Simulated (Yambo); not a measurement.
A G0W0@PBEsol run in Yambo for BaTiO3 (space group P4mm, No. 99) (4×4×4 Γ-centred k mesh, bands 2 to 127 and a 8 Ry block in the screening, 127 bands in G with the Bruneval-Gonze terminator, plasmon pole fitted at 27.2 eV) gives these matrix elements, in eV, at the band edges (A → Γ):

| state | E0 | <Vxc> | <Σx> | <Σc(E0)> | Z |
|---|---|---|---|---|---|
| valence edge | 0.000 | -19.744 | -24.850 | 4.686 | 0.765 |
| conduction edge | 1.809 | -18.744 | -11.425 | -5.745 | 0.779 |

### Question
Solve the linearised quasiparticle equation for both states, give the gap, and say how exchange and correlation each act on it.

### Answer
E = E0 + Z(Σx + Σc − Vxc). Valence: 0.000 + 0.765 × (-24.850 + (4.686) − (-19.744)) = -0.32 eV. Conduction: 1.809 + 0.779 × (-11.425 + (-5.745) − (-18.744)) = 3.04 eV. The gap is 3.36 eV, against 1.81 eV in PBEsol. Replacing Vxc by bare exchange alone would open it by 12.42 eV; correlation takes back 10.43 eV of that, and Z scales what is left. Nearest settings tried, and what they do to the gap: 52 bands in G: -45 meV. Not varied: bands in W, block, mesh. So the settings aren't converged at that level. 

Geometry of the Materials Project entry, not relaxed at this level; primitive cell a = 3.990 Å, b = 3.990 Å, c = 4.103 Å, α = 90.00°, β = 90.00°, γ = 90.00°.
